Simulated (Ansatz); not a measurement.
Si3Bi4O12:
```
Si3Bi4O12
1.0
   -5.15532     5.15532     5.15532
    5.15532    -5.15532     5.15532
    5.15532     5.15532    -5.15532
Si Bi O
6 8 24
Direct
  0.62500   0.37500   0.25000
  0.87500   0.12500   0.75000
  0.25000   0.62500   0.37500
  0.75000   0.87500   0.12500
  0.37500   0.25000   0.62500
  0.12500   0.75000   0.87500
  0.50000   0.00000   0.33233
  0.00000   0.83233   0.50000
  0.16767   0.16767   0.16767
  0.83233   0.50000   0.00000
  0.00000   0.33233   0.50000
  0.50000   0.00000   0.83233
  0.33233   0.50000   0.00000
  0.66767   0.66767   0.66767
  0.34751   0.19179   0.42004
  0.80821   0.72825   0.15572
  0.27175   0.92747   0.07996
  0.07253   0.65249   0.34428
  0.15249   0.57253   0.84428
  0.69179   0.84751   0.92004
  0.22825   0.30821   0.65572
  0.42747   0.77175   0.57996
  0.42004   0.34751   0.19179
  0.15572   0.80821   0.72825
  0.07996   0.27175   0.92747
  0.34428   0.07253   0.65249
  0.84428   0.15249   0.57253
  0.92004   0.69179   0.84751
  0.65572   0.22825   0.30821
  0.57996   0.42747   0.77175
  0.19179   0.42004   0.34751
  0.72825   0.15572   0.80821
  0.92747   0.07996   0.27175
  0.65249   0.34428   0.07253
  0.57253   0.84428   0.15249
  0.84751   0.92004   0.69179
  0.30821   0.65572   0.22825
  0.77175   0.57996   0.42747
```

Relaxed with r²SCAN. Special points in fractions of this cell's reciprocal vectors: Γ (0.000, 0.000, 0.000); H (0.500, -0.500, 0.500); N (0.000, 0.000, 0.500); P (0.250, 0.250, 0.250).

### Question
List the band energies nearest the valence-band maximum at these points for DFT-r²SCAN in the program Ansatz with PAW potentials.

### Answer
In eV from the valence-band maximum; about four levels below and three above (degenerate sets whole), none deeper than 8.9 eV; points with the same levels are listed once.

```csv
k,below,above
Γ,-0.49 -0.49 -0.49 -0.20 -0.20 -0.20,4.68 4.68 4.68
H,-0.69 -0.69 -0.69 -0.69 -0.69 -0.69 0.00 0.00,4.75 4.75 4.75 4.75 4.75 4.75
N,-0.51 -0.51 -0.23 -0.23,4.73 4.73 4.93 4.93
P,-0.44 -0.44 -0.44 -0.44,4.93 4.93 4.93 4.93
```

Space group I-43d. The workflow started from a Materials Project entry (that database holds measured and hypothetical structures alike); the Crystallography Open Database files this formula in space group No. 220, but the cells were not matched. Whether it is the stable phase at ambient conditions was not checked. The cell was relaxed with r²SCAN under the symmetry of its start; its stability against distortions is not shown here. Scalar-relativistic: spin–orbit coupling is off unless named, which matters more the heavier the elements.

Potentials: the later of the program's two PAW sets.
